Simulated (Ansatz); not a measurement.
ZnSe:
```cif
data_SeZn
_chemical_formula_sum 'Se1 Zn1'
_space_group_name_H-M_alt 'P 1'
_space_group_IT_number 1
_cell_length_a 4.00596
_cell_length_b 4.00596
_cell_length_c 4.00596
_cell_angle_alpha 60.000
_cell_angle_beta 60.000
_cell_angle_gamma 60.000
loop_
_space_group_symop_operation_xyz
  'x, y, z'
loop_
_atom_site_label
_atom_site_type_symbol
_atom_site_fract_x
_atom_site_fract_y
_atom_site_fract_z
_atom_site_occupancy
Se1 Se 0.75000 0.75000 0.75000 1
Zn1 Zn 0.00000 0.00000 0.00000 1
```

Relaxed with r²SCAN. 

Q: HSE06 on this cell (Ansatz, a program for electronic structure, PAW) gives a gap of 2.42 eV. What does r²SCAN give?

A: 1.87 eV.

Cost on shared cores: the r²SCAN run (SCF on a 9×9×9 mesh, then bands and DOS) about 22 core-seconds (a rough figure), the HSE06 run (SCF on 6×6×6, then a few points) very roughly 110 core-seconds; the tasks are unlike.

Space group F-43m (zinc blende). Symmetry was held in the r²SCAN relaxation. Scalar-relativistic: spin–orbit coupling is off unless named, which matters more the heavier the elements.

Potentials: the later of the program's two PAW sets.

Ansatz is a plane-wave DFT program.
